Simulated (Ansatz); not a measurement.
Input:

GaP:
```cif
data_GaP
_chemical_formula_sum 'Ga1 P1'
_space_group_name_H-M_alt 'P 1'
_space_group_IT_number 1
_cell_length_a 3.89373
_cell_length_b 3.89373
_cell_length_c 3.89373
_cell_angle_alpha 60.000
_cell_angle_beta 60.000
_cell_angle_gamma 60.000
loop_
_space_group_symop_operation_xyz
  'x, y, z'
loop_
_atom_site_label
_atom_site_type_symbol
_atom_site_fract_x
_atom_site_fract_y
_atom_site_fract_z
_atom_site_occupancy
Ga1 Ga 0.00000 0.00000 0.00000 1
P1 P 0.75000 0.75000 0.75000 1
```

This is the PBE-relaxed structure.

Task: All from the program Ansatz at the PBE level (PAW), unless another level is named. Estimate the formation energy from the elements (no fitted shifts).

Result: -433 meV/atom.

Task: And the band gap?

Result: 1.58 eV (direct).

Task: What about the valence-band maximum?

Result: at Γ.

Space group F-43m (zinc blende). Symmetry was held in the PBE relaxation. The references are the lowest solids computed at this level, not always the standard phases. Spin–orbit coupling is left out wherever it is not named.

Potentials: the earlier of the program's two PAW sets.
